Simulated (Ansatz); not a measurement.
## HfN: relaxing the cell moves the phonons

HfN in the rock-salt structure, in a typed cell, not relaxed.

```
Hf N
1.0
     0.00000    2.26500    2.26500
     2.26500    0.00000    2.26500
     2.26500    2.26500    0.00000
Hf N
1 1
Direct
  0.00000 0.00000 0.00000
  0.50000 0.50000 0.50000
```

Method (Ansatz, development build): PBE; all-electron PAW datasets (no frozen core) at 460 eV; k mesh 8×8×8; Fermi–Dirac smearing of 0.1 eV; no spin. Harmonic phonons by finite displacements in cells commensurate with each q, frequencies in cm⁻¹, imaginary ones marked i; at Γ the three translations are left out and no LO–TO term is added.

Caveats: coarse k mesh; soft modes or ε∞ of this crystal moved by over a tenth between k meshes, so they aren't converged.

At 11.62 Å³ an atom it gives top Γ mode (cm⁻¹) 489; lowest mode at X = [0.5, 0, 0.5] (cm⁻¹) 143; top mode at X = [0.5, 0, 0.5] (cm⁻¹) 504.

Question: Now relax cell and atoms with PBE and repeat. What volume and frequencies result?

Answer: 
```csv
cell,cutoff (eV),volume (Å³/atom),top Γ mode (cm⁻¹),"lowest mode at X = [0.5, 0, 0.5] (cm⁻¹)","top mode at X = [0.5, 0, 0.5] (cm⁻¹)"
relaxed cell,460,11.78,476,141,492
```
